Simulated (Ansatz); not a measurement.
# Vibrations of Li

Li in the bcc lattice, relaxed with PBE.

```yaml
# lattice in Å, fractional positions
crystal:
  lattice:
    - [-1.71909, 1.71909, 1.71909]
    - [1.71909, -1.71909, 1.71909]
    - [1.71909, 1.71909, -1.71909]
  atoms:
    - { symbol: Li, position: [0.00000, 0.00000, 0.00000] }
```

Method (Ansatz, development build): PBE; all-electron PAW datasets (no frozen core) at 140 eV; k mesh 8×8×8; Fermi–Dirac smearing of 0.1 eV; no spin. Harmonic phonons by finite displacements in cells commensurate with each q, in cm⁻¹; i marks an unstable mode.

Caveats: coarse k mesh.

(1) Give all 3 branches at q = (0.5, -0.5, 0.5) and q = (0, 0, 0.5) (reciprocal cell vectors).

## Answers

(1) q = (0.5, -0.5, 0.5): 329 (×3). q = (0, 0, 0.5): 49, 183, 318.
